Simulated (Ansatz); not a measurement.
Computed with DFT, revPBE, plane waves (420 eV) with PAW, scalar-relativistic (Ansatz). (PAW data from PBE, frozen cores regenerated.)

An element in the dhcp structure gives this curve. The cell is scaled uniformly from the relaxed one, with fractional coordinates and shape fixed. Energies are extrapolated to zero smearing, pressures are those at the given smearing. Magnetic state: spin not included.

```
V (Å³/atom)  E − E₀ (meV/atom)  P (GPa)
     15.729              100.0    16.74
     16.444               41.1    10.13
     17.159                9.2     4.61
     17.874                0.0     0.01
     18.589                9.6    -3.82
     19.304               35.0    -7.01
     20.019               73.4    -9.65
```

Problem. Which element is it?
A. titanium
B. gallium
C. arsenic
D. tungsten

Solution. A. Its fit is V₀ = 17.85 Å³/atom, B₀ = 106 GPa, B₀′ = 3.5.
